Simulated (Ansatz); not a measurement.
Consider the following.

Ga2O3 (beta-Ga2O3 type, space group C2/m)

```yaml
crystal:
  lattice:
    - [6.22762, -1.54173, 0.00000]
    - [6.22762, 1.54173, 0.00000]
    - [-1.39233, 0.00000, 5.71032]
  atoms:
    - { symbol: Ga, position: [0.08991, 0.08991, 0.79470] }
    - { symbol: Ga, position: [0.91009, 0.91009, 0.20530] }
    - { symbol: Ga, position: [0.65850, 0.65850, 0.31416] }
    - { symbol: Ga, position: [0.34150, 0.34150, 0.68584] }
    - { symbol: O, position: [0.16349, 0.16349, 0.10919] }
    - { symbol: O, position: [0.83651, 0.83651, 0.89081] }
    - { symbol: O, position: [0.17371, 0.17371, 0.56436] }
    - { symbol: O, position: [0.82629, 0.82629, 0.43564] }
    - { symbol: O, position: [0.49603, 0.49603, 0.25671] }
    - { symbol: O, position: [0.50397, 0.50397, 0.74329] }
```

A phonon eigenvector at Γ is frozen into this cell: atom i moves by Q times the vector below, so Q is the largest atomic displacement, in Å. The cell is held.

| atom | x | y | z |
|---|---|---|---|
| Ga1 | 0.203 | 0.000 | -0.447 |
| Ga2 | 0.203 | 0.000 | -0.447 |
| Ga3 | -0.489 | 0.000 | 0.475 |
| Ga4 | -0.489 | 0.000 | 0.475 |
| O5 | 0.972 | 0.000 | -0.235 |
| O6 | 0.972 | 0.000 | -0.235 |
| O7 | 0.179 | 0.000 | -0.088 |
| O8 | 0.179 | 0.000 | -0.088 |
| O9 | 0.097 | 0.000 | 0.203 |
| O10 | 0.097 | 0.000 | 0.203 |

Computed with PBE (plane waves to 420 eV, PAW, scalar-relativistic; Ansatz, an electronic-structure program). k mesh 11×11×6 (Γ-centred), Fermi-Dirac smearing 0.05 eV. E stands for the smeared free energy. Ga2O3 was relaxed with its symmetry unable to fall. ΔE is measured from the undisplaced structure.

The scan covers Q from -0.280 to 0.280 Å in 13 points.

**Question.** Which space group does the distorted structure have?

**Answer.** Cm (No. 8), lowered from C2/m.

**Question.** Is the energy the same for equal positive and negative displacements?

**Answer.** Even: the same for both signs.

**Question.** What is the energy change at Q = 0.280 Å?

**Answer.** 2028 meV/cell.

**Question.** What harmonic wavenumber does the curvature at Q = 0 give?

**Answer.** 334 cm⁻¹.

(A displaced cell: forces are minus the slopes of the energy, force constants its curvatures, and phonons follow from these.)
